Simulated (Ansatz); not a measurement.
Calculation log, LuPd (Pm-3m) (phonons)

Computed with r²SCAN, PAW on Ansatz 0.2.0's default frozen-core files (fitted under PBE), scalar-relativistic; not a measurement.

The cell is the relaxed one with its volume scaled by 1.02.

The structure is one entry of a database and needn't be the stable phase.

Command line:

```sh
ansatz run input.yaml --threads 2 --pin off --max-ram 5120MiB --backend cpu --events-out ev --progress --plain --runs-dir out
```

Input file:

```yaml
crystal:
  lattice:
    - [3.4394909137, 0.0, 0.0]
    - [0.0, 3.4394909137, 0.0]
    - [0.0, 0.0, 3.4394909137]
  atoms:
    - { symbol: Lu, position: [0.0, 0.0, 0.0] }
    - { symbol: Pd, position: [0.5, 0.5, 0.5] }
kpoints:
  mp_grid: { grid: [12, 12, 12] }
scf:
  occupations: { method: fermi_dirac, width: 0.1 }
hamiltonian:
  xc: r2scan
  pseudopotentials: { kind: paw }
phonons:
  qmesh: [2, 2, 2]
  qpath:
    path:
      - [0.0, 0.0, 0.0]
      - [0.0, 0.5, 0.0]
      - [0.5, 0.5, 0.0]
      - [0.0, 0.0, 0.0]
      - [0.5, 0.5, 0.5]
      - [0.0, 0.5, 0.0]
      - [0.5, 0.5, 0.5]
      - [0.5, 0.5, 0.0]
    npoints: 6
  temperatures: { t_min: 0, t_max: 1000, t_step: 100 }
```

Output (shortened where marked):

```
Warning: RAYON_NUM_THREADS=2 ignored (pool sized by the plan → 2); use --threads N
Engine: ansatz 0.2.0, aarch64-unknown-linux-gnu
Pseudopotentials: kind: paw
Pseudopotential: Lu, paw, valence charge 25, recommended cutoff 500 eV (meta_gga), Lu.paw.azcp
Pseudopotential: Pd, paw, valence charge 18, recommended cutoff 500 eV (meta_gga), Pd.paw.azcp
Functional definition: r2SCAN
  parameter k0 = 0.174
  parameter k1 = 0.065
  parameter a1 = 4.9479
  exchange = r2scan_x(k0 = k0, k1 = k1, a1 = a1)
  correlation = r2scan_c
Crystal: 4 atoms, lattice volume = 81.379 Å³
Basis set: ecut = 500 eV, 2065 PW (Γ), exchange–correlation on 162×162×324 points (216 copies of the dense FFT grid, shifted against one another)
Bands: 51, of which v1, the nominal top of the filled ones, is band 43 counted from 1 (42 counted from 0)
Symmetry: 32 space group operations
k-points: 112 of 864
Non-local potential: Lu, projectors of the file, l = 0: 3, l = 1: 2, l = 2: 2, l = 3: 3
Non-local potential: Pd, projectors of the file, l = 0: 2, l = 1: 2, l = 2: 2, l = 3: 1
PAW form: soft (Blöchl's): semilocal exchange-correlation on the pseudo side does not see the compensation charge
PAW frozen core: Lu, regenerated for the run's functional (the file was generated under x = pbe(κ = 0.804, μ = 0.2195149727645171), c = pbe(β = 0.06672455060314922))
PAW frozen core: Pd, regenerated for the run's functional (the file was generated under x = pbe(κ = 0.804, μ = 0.2195149727645171), c = pbe(β = 0.06672455060314922))
PAW one-centre angular grid: Lu, 974 points (default); XC on 160 Gauss nodes
PAW one-centre angular grid: Pd, 590 points (default); XC on 160 Gauss nodes
Initial density: handed on by an earlier stage of this run
Initial wavefunctions: those handed on with the density
Functional: x = r2scan, c = r2scan; τ floored in thin density (d = 2e-4 eV/Å³)
[... 119 lines left out ...]
  E_vpaw       = 28.950410  (= ΣTr[D̂ρ^β])
  E_aug_tail   = 0.000242  (compensation charges beyond the density's cutoff)
  E_vtau       = 67.668241  (kinetic-family band-sum trace: ∫τ·v_τ [+ j·A + Jᵃ·Aᵃ] dr)
  E_ewald      = -14294.339885
  E_core_change = 0.450873  (= ΣΔE_core)
  E_smearing   = -0.068735  (= −TS)
  E_closure    = -0.000000  (closes the sum)
  Σ components = -43462.737481   (vs F -43462.737481, Δ=0.00e0)
--- Forces (eV/Å), atoms counted from 1 ---
  atom   1  Lu     0.00000000    -0.00000000     0.00000000
  atom   2  Pd     0.00000000     0.00000000     0.00000000
  atom   3  Lu    -0.00000000    -0.00000000     0.00000000
  atom   4  Pd     0.00000000     0.00000000     0.00000000
  max |Σ_I F_I| component: 4.04e-28 eV/Å
--- Phonons: 6 displaced members + 3 references (amplitude of the first 0.0025 Å, Σ member SCF iterations 62) ---
  ASR residual: 1.757e-3 → 0.000e0 eV/Å²; symmetrization residual: 2.703e-4 eV/Å²
  largest component of a force at the reference: 2.0e-28 eV/Å
  ASR residual per site (eV/Å²): 8.59e-4 1.76e-3
  Γ frequencies (cm⁻¹): 0.00 0.00 0.00 107.06 107.06 107.06
--- Phonons (by wavevector): 4 wavevectors in 3 supercells ---
  supercell 1 (2 cells, vectors [1, 0, 0], [0, 1, 0], [0, 0, 2] in multiples of the cell's): 2 displaced members by 0.0025 Å; free energy -43462.737481 eV; taken off its force constants: by the sum rule 1.8e-3, by the ...
  symmetry images taken by strict's conditions (phonons.symmetry_images: auto; settled by no image being taken that strict refuses)
  supercell 2 (2 cells, vectors [1, 0, 0], [0, 1, -1], [0, 0, 2] in multiples of the cell's): 2 displaced members by 0.0025 Å; free energy -43462.737481 eV; taken off its force constants: by the sum rule 9.3e-4, by the ...
  symmetry images taken by strict's conditions (phonons.symmetry_images: auto; settled by no image being taken that strict refuses)
  supercell 3 (2 cells, vectors [0, 1, -1], [-1, 1, 0], [0, 0, 2] in multiples of the cell's): 2 displaced members by 0.0025 Å; free energy -43462.737481 eV; taken off its force constants: by the sum rule 1.3e-3, by the ...
  symmetry images taken by strict's conditions (phonons.symmetry_images: auto; settled by no image being taken that strict refuses)
  q = [0.0000, 0.0000, 0.0000] (star 1, supercell 1; hermiticity 0.00e0, symmetrization 1.24e-6): -0.00 -0.00 0.00 107.06 107.06 107.06
  q = [0.0000, 0.0000, -0.5000] (star 3, supercell 1; hermiticity 1.47e-16, symmetrization 9.17e-17): 61.71 61.71 86.01 86.01 101.20 132.09
  q = [0.0000, -0.5000, -0.5000] (star 3, supercell 2; hermiticity 1.24e-16, symmetrization 6.30e-16): 53.19 53.19 61.29 77.02 123.65 123.65
  q = [-0.5000, -0.5000, -0.5000] (star 1, supercell 3; hermiticity 1.38e-16, symmetrization 1.39e-15): 72.21 72.21 72.21 124.44 124.44 124.44
  joined force constants: q→R imaginary residual 1.18e-17
  density of states and harmonic sums: on the 18×18×18 q-mesh, interpolated from the force constants of a 2×2×2 supercell (no non-analytic term)
  largest difference from the sums on the solved wave vectors: F 8.12e-2 eV, S 1.13e-4 and C_V 3.23e-5 eV/K
```

Self-consistency was reached.

Harmonic thermodynamics:

Harmonic phonons of a crystal by Kohn-Sham DFT at the given cell, standard atomic masses, acoustic sum rule imposed; negative wavenumbers are unstable modes; sums over wave vectors interpolated from the q mesh.

```json
{
 "Zero point energy": "15.98 meV/atom"
}
```

| temperature (K) | phonon heat capacity (k_B/atom) | phonon entropy (k_B/atom) | phonon free energy (meV/atom) |
| --- | --- | --- | --- |
| 100 | 2.626 | 2.702 | 6.02 |
| 200 | 2.899 | 4.635 | -26.42 |
| 300 | 2.954 | 5.823 | -71.81 |
| 400 | 2.974 | 6.676 | -125.8 |
| 500 | 2.983 | 7.341 | -186.3 |
| 600 | 2.988 | 7.885 | -252 |
| 700 | 2.991 | 8.346 | -322 |
| 800 | 2.993 | 8.746 | -395.7 |
| 900 | 2.995 | 9.099 | -472.6 |
| 1000 | 2.996 | 9.414 | -552.4 |

**Zone-centre phonons**

Optical zone-centre levels upwards with Mulliken labels, activity, and the element with most of the kinetic energy.

```
Point group : m-3m
```

```csv
number,phonon wavenumber (cm⁻¹),label,infrared,raman,lead element
1,107.1,T1u,yes,no,Pd
```

**Phonons on the q mesh**

One row a degenerate set, branches counted upwards.

- Unstable phonons: no

```
point  q a (r.l.u.)  q b (r.l.u.)  q c (r.l.u.)  branch  phonon wavenumber (cm⁻¹)  degeneracy
Gamma             0             0             0       4                     107.1           3
    X           0.5             0             0       1                      61.7           2
    X           0.5             0             0       3                        86           2
    X           0.5             0             0       5                     101.2           1
    X           0.5             0             0       6                     132.1           1
    M           0.5           0.5             0       1                      53.2           2
    M           0.5           0.5             0       3                      61.3           1
    M           0.5           0.5             0       4                        77           1
    M           0.5           0.5             0       5                     123.6           2
    R           0.5           0.5           0.5       1                      72.2           3
    R           0.5           0.5           0.5       4                     124.4           3
```

Caveats: frozen-core PAW files fitted under PBE, their cores solved anew for the functional of the run; responses of metals move with mesh and smearing; cell scaled away from its relaxed volume; coarse q mesh; activity by symmetry alone, a metal screens infrared modes.

Cost: 15 min on 2 threads of Arm Neoverse V1, with other jobs on the host, peak memory 1.6 GiB.
